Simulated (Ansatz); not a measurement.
Given:

Ta2O5:
```
CELL_PARAMETERS angstrom
      6.19562     0.00000     0.00000
      0.00000     7.32563     0.00000
      0.00000     0.00000     3.78672
ATOMIC_POSITIONS crystal
  Ta 0.77596 0.61968 0.00000
  Ta 0.72404 0.11968 0.00000
  Ta 0.22404 0.38032 0.00000
  Ta 0.27596 0.88032 0.00000
  O  0.80174 0.65819 0.50000
  O  0.69826 0.15819 0.50000
  O  0.19826 0.34181 0.50000
  O  0.30174 0.84181 0.50000
  O  0.50000 0.50000 0.00000
  O  0.88948 0.36034 0.00000
  O  0.00000 0.00000 0.00000
  O  0.38948 0.13966 0.00000
  O  0.61052 0.86034 0.00000
  O  0.11052 0.63966 0.00000
```

This is the PBEsol-relaxed structure. Tensor components refer to the Cartesian frame of this cell.

Q: All from the program Ansatz at the PBEsol level (PAW), unless another level is named. Give the electron effective mass with spin–orbit coupling.

A: 0.30, 0.61, 15 mₑ (principal values).

Q: And the electron effective mass?

A: 0.29, 0.62, 13 mₑ (principal values).

Q: And the band gap?

A: 2.17 eV (direct).

Q: What about the HSE06 gap on the PBEsol cell?

A: 3.74 eV.

Q: And the gap with spin–orbit coupling?

A: 2.13 eV.

Q: What about the valence-band maximum?

A: at Z (k = 0.000, 0.000, 0.500 in fractions of the reciprocal vectors).

Space group Pbam. The first step of the workflow began from a Materials Project structure, measured or hypothetical; the Crystallography Open Database copy checked does not list it. COD files the formula under space group No. 49. Its standing as an ambient phase is unchecked. The cell was relaxed with PBEsol under the symmetry of its start; whether a distortion lowers the energy is not shown. No spin polarisation was allowed. Scalar-relativistic: spin–orbit coupling is off unless named, which matters more the heavier the elements.

Potentials: the later of the program's two PAW sets.
